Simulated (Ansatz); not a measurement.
Input:

InP:
```
InP
1.0
    4.13822     0.00000     0.00000
   -2.06911     3.58380     0.00000
    0.00000     0.00000     9.35104
In P
3 3
Direct
  0.00000   0.50000   0.33333
  0.50000   0.50000   0.66667
  0.50000   0.00000   0.00000
  0.00000   0.50000   0.83333
  0.50000   0.50000   0.16667
  0.50000   0.00000   0.50000
```

This is the r²SCAN-relaxed structure. Tensor components refer to the Cartesian frame of this cell.

**Question.** All from r²SCAN in the plane-wave PAW code Ansatz, unless another level is named. Predict the Debye temperature from the elastic constants.

**Answer.** 327 K.

**Question.** And the elastic constants (relaxed ions, GPa)?

**Answer.** C11 = 123, C12 = 41.5, C13 = 52.4, C33 = 133, C44 = 45.1.

Space group P6_422. The start of the workflow was typed in or built on a structure type; neither database checked (COD, Materials Project) lists it. It is not the phase usual at ambient conditions (space group No. 216). The cell was relaxed with r²SCAN under the symmetry of its start; its stability against distortions is not shown here.

Potentials: the later of the program's two PAW sets.
